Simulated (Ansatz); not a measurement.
AlBRu₃ (cubic perovskite, Pm-3m) at seven volumes, PBE (plane waves, PAW; program Ansatz), scaled uniformly. One row is withheld.

```
V (Å³/atom)  P (GPa)
-----------  -------
12.097         26.29
12.496         16.04
12.894          7.37
13.293          0.01
13.692         -6.22
14.091             ?
14.490        -15.96
```

Fit the shown pressures and predict the withheld one.

Third-order Birch–Murnaghan: P = (3/2)B₀(x^(7/2) − x^(5/2))[1 + (3/4)(B′ − 4)(x − 1)] with x = (V₀/V)^(2/3). Least squares on the six rows gives V₀ = 13.294 Å³/atom, B₀ = 225.0 GPa, B′ = 4.52. At V = 14.091, x = 0.9619 and P = -11.49 GPa. The run itself gave -11.50 GPa.

The start of the workflow was typed in or built on a structure type; neither database checked (COD, Materials Project) lists it. Its standing as an ambient phase is unchecked. The cell was relaxed with PBE under the symmetry of its start; whether a distortion lowers the energy is not shown. The run is not spin-polarised.

Potentials: the later of the program's two PAW sets.
